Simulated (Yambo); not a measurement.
Material: MgPdF$_{6}$ (space group R-3, No. 148); a = 5.3335 Å, b = 5.3335 Å, c = 5.3335 Å, α = 55.07°, β = 55.07°, γ = 55.07° (8 atoms in the cell). The geometry is that of Materials Project entry mp-7921, symmetrised and not relaxed again.

With norm-conserving PBEsol (Quantum ESPRESSO, 84 Ry, without SOC), the gap between the mesh's edge points (F → F) is 1.885 eV.

Q: Estimate the G0W0 gap between the same points from Yambo (4×4×4 Γ-centred k mesh, bands 6 to 120 and a 6 Ry block in the screening, 120 bands in G with the Bruneval-Gonze terminator, plasmon pole fitted at 27.2 eV).

A: The correction is 3.191 eV, giving 5.077 eV, 2.7 times the PBEsol value.  Convergence of the G0W0 settings was not tested. Spin-orbit splittings are left out.
